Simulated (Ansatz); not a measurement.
Relaxed GaAs (zinc blende):

```yaml
crystal:
  lattice:
    - [0.00000, 5.66670, 5.66670]
    - [2.83335, 0.00000, 2.83335]
    - [2.83335, 2.83335, 0.00000]
  atoms:
    - { symbol: As, position: [0.37500, 0.75000, 0.75000] }
    - { symbol: As, position: [0.87500, 0.75000, 0.75000] }
    - { symbol: Ga, position: [0.00000, 0.00000, 0.00000] }
    - { symbol: Ga, position: [0.50000, 0.00000, 0.00000] }
```

The atoms are displaced by Q × the pattern below (from a DFPT mode at L = (0.5, 0.0, 0.0), largest move 1; Q in Å), at fixed cell. It is one choice among 2 degenerate patterns. (q is in reciprocal vectors of the primitive cell; the cell shown is doubled to hold the pattern.)

```json
[
 {"atom": "As1", "x": "0.268", "y": "-0.488", "z": "0.756"},
 {"atom": "As2", "x": "-0.268", "y": "0.488", "z": "-0.756"},
 {"atom": "Ga3", "x": "-0.285", "y": "0.520", "z": "-0.805"},
 {"atom": "Ga4", "x": "0.285", "y": "-0.520", "z": "0.805"}
]
```

These are r2SCAN (plane waves to 500 eV, PAW, scalar-relativistic; Ansatz, a program for electronic structure) values and carry that method's errors. k mesh 5×10×10 (Γ-centred), Fermi-Dirac smearing 0.05 eV. The energy includes the smearing's −TS. GaAs was relaxed with its symmetry unable to fall. The zero of ΔE is the undisplaced structure.

| Q (Å) | ΔE (meV/cell) |
|---|---|
| -0.180 | 68.6 |
| -0.120 | 29.9 |
| -0.060 | 7.4 |
| 0.000 | 0.0 |
| 0.060 | 7.4 |
| 0.120 | 29.9 |
| 0.180 | 68.6 |

Problem. Which DFPT wavenumber at L = (0.5, 0.0, 0.0) belongs to this mode?
A) 235 cm⁻¹
B) 64 cm⁻¹
C) 209 cm⁻¹
D) 257 cm⁻¹

Solution. B, 64 cm⁻¹. The curvature of the scan gives 64 cm⁻¹

(A displaced cell: forces are minus the slopes of the energy, force constants its curvatures, and phonons follow from these.)
